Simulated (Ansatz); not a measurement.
FeS$_{2}$:
```
FeS2
1.0
    4.43877     0.00000     0.00000
    0.00000     5.40953     0.00000
    0.00000     0.00000     3.38957
Fe S
2 4
Direct
  0.00000   0.00000   0.00000
  0.50000   0.50000   0.50000
  0.20626   0.37517   0.00000
  0.79374   0.62483   0.00000
  0.70626   0.12483   0.50000
  0.29374   0.87517   0.50000
```

Relaxed with PBE. Special points in fractions of this cell's reciprocal vectors: Γ (0.000, 0.000, 0.000); X (0.500, 0.000, 0.000); S (0.500, 0.500, 0.000); Y (0.000, 0.500, 0.000); Z (0.000, 0.000, 0.500); U (0.500, 0.000, 0.500); R (0.500, 0.500, 0.500); T (0.000, 0.500, 0.500).

Question: List the band energies nearest the valence-band maximum at these points for the program Ansatz at the PBE level (PAW).

Answer: In eV from the valence-band maximum; about four levels below and three above (degenerate sets whole), none deeper than 8.9 eV; points with the same levels are listed once.

```
k                    below                above
-  -----------------------  -------------------
Γ  -0.95 -0.78 -0.76 -0.45       1.07 1.41 2.62
X  -0.68 -0.68 -0.14 -0.14  1.81 1.81 1.87 1.87
S  -1.13 -1.13 -0.92 -0.92  1.39 1.39 2.05 2.05
Y  -0.83 -0.83 -0.34 -0.34  1.08 1.08 2.44 2.44
Z  -0.89 -0.89 -0.44 -0.44  1.49 1.49 1.71 1.71
U  -0.76 -0.76 -0.37 -0.37  1.50 1.50 1.79 1.79
R  -0.60 -0.60 -0.39 -0.39  1.53 1.53 2.08 2.08
T  -1.44 -1.44 -0.41 -0.41  0.86 0.86 2.28 2.28
```

Space group Pnnm. The cell was relaxed with PBE under the symmetry of its start; phonons on a q-mesh show no instability. The workflow began spin-polarised and lost its moments.

Potentials: the later of the program's two PAW sets.
